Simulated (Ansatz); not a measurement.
Relaxed-ion elastic tensor of P (diamond, Fd-3m) in GPa (Voigt order), plane-wave PAW r²SCAN (Ansatz code); density 2.57 g/cm³, 20.03 Å³ per atom.

|  | 1 | 2 | 3 | 4 | 5 | 6 |
|---|---|---|---|---|---|---|
| 1 | -9.3 | 70.2 | 70.2 | 0.0 | 0.0 | 0.0 |
| 2 | 70.2 | -9.3 | 70.2 | 0.0 | 0.0 | 0.0 |
| 3 | 70.2 | 70.2 | -9.3 | 0.0 | 0.0 | 0.0 |
| 4 | 0.0 | 0.0 | 0.0 | -77.8 | 0.0 | 0.0 |
| 5 | 0.0 | 0.0 | 0.0 | 0.0 | -77.8 | 0.0 |
| 6 | 0.0 | 0.0 | 0.0 | 0.0 | 0.0 | -77.8 |

Question: Is the crystal mechanically stable?

Answer: No: the smallest eigenvalue of C is -79.4 GPa.

The cell is a constructed one: a structure type filled with these elements; neither database checked (COD, Materials Project) lists it. It is not the phase usual at ambient conditions (space group No. 64). The r²SCAN relaxation kept the symmetry of its start. At this level the phase is mechanically unstable. As this level gives no gap, shear constants depend on the k-mesh and smearing (Fermi–Dirac, 0.1 eV here).

Potentials: the later of the program's two PAW sets.
